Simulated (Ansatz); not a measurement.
**Orbital-resolved density of states of SbAu**

```xyz
2
Lattice="0.0000 3.1109 3.1109 3.1109 0.0000 3.1109 3.1109 3.1109 0.0000" Properties=species:S:1:pos:R:3 pbc="T T T"
Au    0.0000    0.0000    0.0000
Sb    1.5554    1.5554    1.5554
```

Atoms are numbered in the order listed.

The cell was built from the zincblende type and relaxed in the same program, and has space group F-43m; it needn't be a known or the stable phase.

No spin–orbit coupling, which matters for the heavy atoms here.

Method: DFT, PBE, all-electron LAPW, scalar-relativistic (Ansatz 0.2.0).

Sampling and basis: a Γ-centred 10×10×10 k mesh, Fermi–Dirac smearing of 0.08 eV, basis error target 1 meV/atom, no spin polarisation.

States per eV for one atom of each kind, in 0.4 eV bins named by their centres, from the Fermi level, projected on a minimal set of Löwdin-orthogonalised atomic shells; orbitals are real harmonics on the Cartesian axes, equal curves share a column, and empty bins are left out, as is all above 7.2 eV, near the top of the computed bands.

Au1 5d:

```
# E all dz2=dx2-y2 dxz=dyz=dxy
-10.3 0.01 0.00 0.00
-9.9 0.07 0.00 0.02
-9.5 0.35 0.00 0.12
-9.1 0.08 0.00 0.03
-5.5 0.41 0.11 0.06
-5.1 4.75 0.46 1.28
-4.7 5.59 0.40 1.59
-4.3 7.19 2.83 0.51
-3.9 2.27 0.90 0.16
-3.5 0.44 0.02 0.13
-3.1 1.23 0.04 0.38
-2.7 0.35 0.01 0.11
-2.3 0.18 0.00 0.06
-1.9 0.12 0.00 0.04
-1.5 0.23 0.04 0.05
-1.1 0.21 0.03 0.05
-0.7 0.26 0.03 0.06
-0.3 0.24 0.03 0.06
0.1 0.21 0.02 0.06
0.5 0.19 0.02 0.05
0.9 0.17 0.01 0.05
1.3 0.10 0.01 0.03
1.7 0.06 0.00 0.02
2.1 0.03 0.00 0.01
2.5 0.01 0.00 0.00
3.3 0.01 0.00 0.00
3.7 0.02 0.00 0.00
4.1 0.04 0.01 0.01
4.5 0.02 0.01 0.00
4.9 0.01 0.00 0.00
5.3 0.01 0.00 0.00
5.7 0.01 0.00 0.00
6.1 0.01 0.00 0.00
6.5 0.01 0.00 0.00
6.9 0.01 0.00 0.00
```

Sb2 5p:

```
# E all pz=px=py
-10.3 0.01 0.00
-9.9 0.03 0.01
-9.5 0.03 0.01
-5.5 0.27 0.09
-5.1 1.52 0.51
-4.7 1.40 0.47
-4.3 0.11 0.04
-3.9 0.14 0.05
-3.5 0.08 0.03
-3.1 0.28 0.09
-2.7 0.18 0.06
-2.3 0.13 0.04
-1.9 0.11 0.04
-1.5 0.85 0.28
-1.1 0.80 0.27
-0.7 1.13 0.38
-0.3 1.10 0.37
0.1 1.05 0.35
0.5 1.00 0.33
0.9 0.92 0.31
1.3 0.53 0.18
1.7 0.33 0.11
2.1 0.17 0.06
2.5 0.06 0.02
2.9 0.01 0.00
3.3 0.08 0.03
3.7 0.25 0.08
4.1 0.56 0.19
4.5 0.44 0.15
4.9 0.20 0.07
5.3 0.14 0.05
5.7 0.15 0.05
6.1 0.21 0.07
6.5 0.06 0.02
6.9 0.08 0.03
```

Au1 6s:

```
# E all
-10.7 0.01
-10.3 0.14
-9.9 0.22
-9.5 0.23
-9.1 0.01
-5.5 0.11
-5.1 0.40
-4.7 0.36
-4.3 0.11
-3.9 0.20
-3.5 0.03
-3.1 0.11
-2.7 0.08
-2.3 0.06
-1.9 0.05
-1.5 0.05
-1.1 0.05
-0.7 0.05
-0.3 0.04
0.1 0.04
0.5 0.03
0.9 0.02
1.3 0.01
1.7 0.01
2.9 0.01
3.3 0.12
3.7 0.28
4.1 0.55
4.5 0.48
4.9 0.24
5.3 0.14
5.7 0.11
6.1 0.14
6.5 0.02
6.9 0.03
```

Sb2 5s:

```
# E all
-10.7 0.02
-10.3 0.30
-9.9 0.79
-9.5 2.27
-9.1 0.41
-5.1 0.02
-4.7 0.01
-4.3 0.01
-3.9 0.01
-3.5 0.07
-3.1 0.26
-2.7 0.11
-2.3 0.07
-1.9 0.06
-1.5 0.06
-1.1 0.06
-0.7 0.05
-0.3 0.04
0.1 0.03
0.5 0.03
0.9 0.02
1.3 0.01
1.7 0.01
3.3 0.03
3.7 0.06
4.1 0.07
4.5 0.05
4.9 0.02
5.3 0.01
5.7 0.01
6.1 0.01
```
